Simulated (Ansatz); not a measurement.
According to DFT-PBEsol in the program Ansatz with PAW potentials, TaAg in the L1₀ or tetragonal B2 structure (P4/mmm) relaxes to a = 2.805 Å, c = 4.292 Å. Ag has 12 nearest neighbours from 2.80 Å (cuboctahedral); Ta has 12 nearest neighbours from 2.80 Å (cuboctahedral). Against the elements it lies at 0.32 eV/atom, with no fitted shifts.

Electronic character: metallic (no gap). Gap from PBEsol with spin–orbit coupling: none (metallic).

An equation-of-state fit gives a bulk modulus of 177 GPa. The relaxed-ion elastic constants in GPa are C11 = 272, C12 = 102, C13 = 158, C33 = 223, C44 = 103, C66 = 14.7. The elastic constants imply a Debye temperature near 252 K. The highest mode at Γ lies at 185 cm⁻¹.

The start of the workflow was typed in or built on a structure type; neither database checked (COD, Materials Project) lists it. Whether it is the stable phase at ambient conditions was not checked. The PBEsol relaxation kept the symmetry of its start; its stability against distortions is not shown here. The run is not spin-polarised. Its formation energy is positive at this level, so the cell may be metastable or incomplete. As this level gives no gap, shear constants depend on the k-mesh and smearing (Fermi–Dirac, 0.1 eV here). As this level gives no gap, phonon frequencies hold no LO–TO term and depend on the k-mesh and smearing (Fermi–Dirac, 0.1 eV here). Axis ratios of metals converge slowly with the k-mesh, so a and c are less sure than the volume. On the denser mesh and wider smearing of the elastic run this cell carries a stress of 0.5 GPa. The references are the lowest solids computed at this level, not always the standard phases. Scalar-relativistic: spin–orbit coupling is off unless named, which matters more the heavier the elements.

Potentials: the later of the program's two PAW sets.
